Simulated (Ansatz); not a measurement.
# Zr, one cell by several methods

```xyz
2
Lattice="3.2320 0.0000 0.0000 -1.6160 2.7990 0.0000 0.0000 0.0000 5.0441" Properties=species:S:1:pos:R:3 pbc="T T T"
Zr    0.0000    1.8660    1.2610
Zr    1.6160    0.9330    3.7830
```

Atoms are numbered in the order listed.

The cell comes from COD entry 9008523, which wasn't checked; take it as a given geometry. The listed cell was then made from it by scaling, straining or moving an atom.

All numbers are computed: DFT, PBEsol, PAW with Ansatz's default frozen-core files, scalar-relativistic (Ansatz 0.2.0); DFT, PBEsol, all-electron PAW with datasets made for the crystal, scalar-relativistic (Ansatz 0.2.0); DFT, PBEsol, all-electron LAPW, scalar-relativistic (Ansatz 0.2.0).

For PAW: a Γ-centred 13×13×7 k mesh, Fermi–Dirac smearing of 0.08 eV, cutoff 420 eV, no spin polarisation; the PAW files were made with PBE, and the program remakes their frozen cores for this functional. The crystal-made all-electron datasets (AE datasets) take a cutoff of 240 eV at this cell. LAPW targets a basis error of 1 meV/atom. The Ansatz runs share mesh, smearing and spin set-up. Plane-wave (PAW) pressures include the program's estimate of the Pulay term.

Stress and pressure are positive in compression.

Spin–orbit coupling is left out, which moves gradients at and beside heavy atoms by some per cent and at worst by a factor of two.

In a metal, gradients converge slowly with the k mesh: the values move by tens of per cent from one mesh to another, at times in sign, so only the comparison on one mesh counts.

| quantity | PAW | AE datasets | LAPW |
| --- | --- | --- | --- |
| pressure (GPa) | -1.31 | -1.29 | -1.29 |
| stress xx (GPa) | -2.19 | -2.17 | -2.17 |
| stress zz (GPa) | 0.45 | 0.48 | 0.48 |
| field gradient Vzz at Zr1 (10²¹ V/m²) | 5.44 | 5.43 | – |
